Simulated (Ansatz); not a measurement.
BaSn5: pressure against volume

BaSn5, P6/mmm, a = 5.334 Å, c = 7.057 Å. The structure is a Materials Project entry; whether it is the stable form wasn't checked. Ansatz: PBEsol, PAW, 420 eV, Γ-centred 12×12×6 mesh on 6 atoms, Gaussian smearing 0.10 eV; no spin polarisation. Shape and atoms are relaxed at each volume; pressure is positive in compression.

| V (Å³/atom) | P (GPa) |
| --- | --- |
| 25.506 | ? |
| 26.375 | 4.86 |
| 27.245 | 2.94 |
| 28.114 | 1.33 |
| 28.984 | 0.00 |
| 29.853 | -1.13 |
| 30.723 | -2.06 |
| 31.882 | -3.08 |

Task: Take V0 = 28.984 Å³/atom, fit the third-order Birch–Murnaghan form to the other rows, and predict the missing pressure.

Result: With the Eulerian strain f = ½[(V0/V)^(2/3) − 1] and y = P/[3f(1 + 2f)^(5/2)], the form is the line y = B0 + 1.5 B0 (B0′ − 4) f. Rows (f, y): 0.03245, 42.7; 0.02106, 42.0; 0.01026, 41.1; -0.00975, 40.6; -0.01905, 39.7; -0.03078, 39.1. Means f = 0.0006983, y = 40.867; Σ(Δf)² = 0.003004, ΣΔfΔy = 0.1650; the slope is their ratio. y = 40.83 + 54.91 f GPa, so B0 = 40.8 GPa and B0′ = 4 + 2 × (54.91)/(3 × 40.83) = 4.90. At V = 25.506, f = 0.04448, y = 43.27 and P = 7.15 GPa. The run gave 7.15 GPa, the same to the digits shown.